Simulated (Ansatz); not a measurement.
Comparing deformations in BiTe

These are results of DFT PBE, scalar-relativistic, plane waves, PAW (Ansatz), not measurements. The runs took a 420 eV cutoff, a Γ-centred 12×12×12 mesh and Gaussian smearing (0.15 eV). Spin–orbit coupling is left out, which can shift energies with elements as heavy as these. No spin polarisation. Energies are free energies at this smearing, counted from the undisturbed cell; pressure is positive in compression.

The starting cell (as given, not relaxed at this level; it stands at 0.0 GPa, and it needn't be the usual structure):

```yaml
crystal:
  lattice:
    - [2.42271, 1.39875, 3.31729]
    - [-2.42271, 1.39875, 3.31729]
    - [0.00000, -2.79750, 3.31729]
  atoms:
    - { symbol: Bi, position: [0.50000, 0.50000, 0.50000] }
    - { symbol: Te, position: [0.00000, 0.00000, 0.00000] }
```

The cell is strained by ε times a Voigt pattern (xx, yy, zz, yz, xz, xy; engineering shear) with fractional coordinates fixed. τ = (1/V0) dE/dε comes from the stress tensor. Of each scan, only the three points used here are listed.

| pattern | ε | τ (GPa) |
| --- | --- | --- |
| (1, 1, 0, 0, 0, 0) | -0.0250 | -6.61 |
| (1, 1, 0, 0, 0, 0) | 0.0000 | 0.07 |
| (1, 1, 0, 0, 0, 0) | 0.0250 | 5.65 |
| (0, 0, 1, 0, 0, 0) | -0.0150 | -0.639 |
| (0, 0, 1, 0, 0, 0) | 0.0000 | 0.011 |
| (0, 0, 1, 0, 0, 0) | 0.0150 | 0.591 |
| (0, 0, 0, 0, 1, 0) | -0.0050 | -0.133 |
| (0, 0, 0, 0, 1, 0) | 0.0000 | 0.000 |
| (0, 0, 0, 0, 1, 0) | 0.0050 | 0.133 |

Problem. Which constants do the scans give, and which deformation costs least for the same size of strain tensor?

Solution. The slope dτ/dε at zero (parabola through three points) is pᵀCp: (1, 1, 0, 0, 0, 0) gives C11 + C22 + 2 C12 = 245 GPa; (0, 0, 1, 0, 0, 0) gives C33 = 41 GPa; (0, 0, 0, 0, 1, 0) gives C55 = 26.5 GPa. The size of the strain tensor, ε:ε, is ε² times 2.0, 1.0, 0.5. Per unit of it the stiffnesses are 123, 41, 53.1 GPa, so (0, 0, 1, 0, 0, 0) is the softest of these: at ε:ε = (1 %)² the quadratic term costs 0.43 meV/atom against 1.29 for the stiffest.

In a metal these slopes depend on the k mesh and the smearing.